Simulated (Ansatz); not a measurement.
SiO2:
```cif
data_O8Si4
_chemical_formula_sum 'Si4 O8'
_space_group_name_H-M_alt 'Pbcn'
_space_group_IT_number 60
_space_group_name_Hall '-P 2n 2ab'
_cell_length_a 4.08141
_cell_length_b 5.04055
_cell_length_c 4.49564
_cell_angle_alpha 90.000
_cell_angle_beta 90.000
_cell_angle_gamma 90.000
loop_
_space_group_symop_operation_xyz
  'x, y, z'
  '-x, -y, -z'
  '-x+1/2, -y+1/2, z+1/2'
  'x+1/2, y+1/2, -z+1/2'
  'x+1/2, -y+1/2, -z'
  '-x+1/2, y+1/2, z'
  '-x, y, -z+1/2'
  'x, -y, z+1/2'
loop_
_atom_site_label
_atom_site_type_symbol
_atom_site_symmetry_multiplicity
_atom_site_Wyckoff_symbol
_atom_site_fract_x
_atom_site_fract_y
_atom_site_fract_z
_atom_site_occupancy
Si1 Si 4 c 0.00000 0.15207 0.25000 1
O1 O 8 d 0.26840 0.38284 0.08016 1
```

Relaxed with PBEsol. DFT-PBEsol in the program Ansatz with PAW potentials gives a gap of 5.64 eV.

**Question.** What gap does HSE06 give on the same cell (Ansatz, PAW)?

**Answer.** 7.72 eV, 2.08 eV more. The hybrid was solved on a coarser mesh and at special points; its gap is the smallest among all of these.

```csv
k,v1 PBEsol,c1 PBEsol,v1 HSE06,c1 HSE06
Γ,0.00,5.64,0.00,7.72
X,-0.37,7.73,[?],[?]
Z,-0.48,7.78,-0.53,9.96
U,-0.78,7.61,[?],[?]
Y,-0.24,7.51,-0.27,9.70
S,-0.48,8.11,[?],[?]
T,-0.79,8.82,[?],[?]
R,-1.01,8.21,-1.12,10.46
```

**Question.** Top valence (v1) and lowest conduction level (c1) in eV from each method's valence maximum (which need not be a listed point): supply the withheld HSE06 values.

**Answer.** 
- S, v1 HSE06: -0.58
- S, c1 HSE06: 10.36
- X, v1 HSE06: -0.45
- X, c1 HSE06: 9.93
- U, v1 HSE06: -0.88
- U, c1 HSE06: 9.81
- T, v1 HSE06: -0.86
- T, c1 HSE06: 11.13

Cost on shared cores: the PBEsol run (SCF on a 7×6×6 mesh, then bands and DOS) roughly 50 core-seconds, the HSE06 run (SCF on 4×3×4, then a few points) about 120 core-seconds (a rough figure); the tasks are unlike.

The workflow started from a Materials Project entry (that database holds measured and hypothetical structures alike); the Crystallography Open Database copy checked does not list it. It is not the phase usual at ambient conditions (space group No. 92, 152, 154). The cell was relaxed with PBEsol under the symmetry of its start; its stability against distortions is not shown here.

Potentials: the earlier of the program's two PAW sets.
